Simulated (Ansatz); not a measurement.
AlV:
```yaml
crystal:
  lattice:
    - [1.74563, -1.96364, 0.00000]
    - [1.74563, 1.96364, 0.00000]
    - [0.00000, 0.00000, 4.03716]
  atoms:
    - { symbol: Al, position: [0.00000, 0.00000, 0.00000] }
    - { symbol: V, position: [0.50000, 0.50000, 0.50000] }
```

Relaxed with PBEsol. Special points in fractions of this cell's reciprocal vectors: Γ (0.000, 0.000, 0.000); Y (-0.500, 0.500, 0.000); C0 (-0.448, 0.552, 0.000); Σ0 (0.448, 0.448, 0.000); Z (0.000, 0.000, 0.500); A0 (0.448, 0.448, 0.500); E0 (-0.448, 0.552, 0.500); T (-0.500, 0.500, 0.500); S (0.000, 0.500, 0.000); R (0.000, 0.500, 0.500).

Problem. List the band energies nearest the Fermi level at these points for the program Ansatz at the PBEsol level (PAW).

Solution. In eV from the Fermi level; about four levels below and three above (degenerate sets whole), none deeper than 8.9 eV; points with the same levels are listed once.

```csv
k,below,above
Γ,-2.76 -1.55 -1.23,1.35 1.72 2.51
Y,-1.31 -1.30 -1.02 -0.74,0.98 3.66 5.34
C0,-1.49 -1.25 -1.23 -0.85,1.02 3.50 5.36
Z,-8.57 -6.10 -1.45 -0.54,1.16 1.55 2.53
A0,-3.12 -3.12 -2.37,1.20 1.58 2.55
T,-3.22 -3.22 -2.00,1.25 1.61 3.37
S,-5.14 -4.58 -2.56 -1.16,1.27 1.83 3.79
R,-5.26 -3.52 -1.93 -1.24,0.33 1.29 1.68
```

Space group Cmmm. The first step of the workflow began from a Materials Project structure, measured or hypothetical; the Crystallography Open Database copy checked does not list it. With Al and V taken as one species the cell has the higher symmetry I4/mmm, so it may be an ordered model of a mixed-site phase. Whether it is the stable phase at ambient conditions was not checked. The PBEsol relaxation kept the symmetry of its start; whether a distortion lowers the energy is not shown. The run is not spin-polarised.

Potentials: the later of the program's two PAW sets.
